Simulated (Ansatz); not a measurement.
## An inverse problem

Cell vectors (Å):

```
 3.2352  0.0000  0.0000
-1.6176  2.8018  0.0000
 0.0000  0.0000  5.2114
```

| atom | a | b | c |
| --- | --- | --- | --- |
| Zn | 0.3333 | 0.6667 | 0.4997 |
| Zn | 0.6667 | 0.3333 | -0.0003 |
| X | 0.6667 | 0.3333 | 0.3793 |
| X | 0.3333 | 0.6667 | 0.8793 |

Computed with r²SCAN, PAW on Ansatz 0.2.0's default frozen-core files (fitted under PBE), scalar-relativistic. k mesh 8×8×4, strains of ±0.003, fixed occupations.

Elastic constants of a crystal by Kohn-Sham DFT: slopes of the stress over finite engineering strains of the given cell, Voigt indices, Cartesian axes as in the cell vectors.

| index | elastic (GPa) |
| --- | --- |
| 11 | 209.9 |
| 12 | 128.7 |
| 13 | 113.2 |
| 33 | 220.8 |
| 44 | 38.1 |

Q: All X atoms are one element. Which one was computed?

A: O; the crystal is ZnO (P6_3mc).

Known limits: frozen-core PAW files fitted under PBE, their cores solved anew for the functional of the run; constants at zero field, no piezoelectric stiffening.
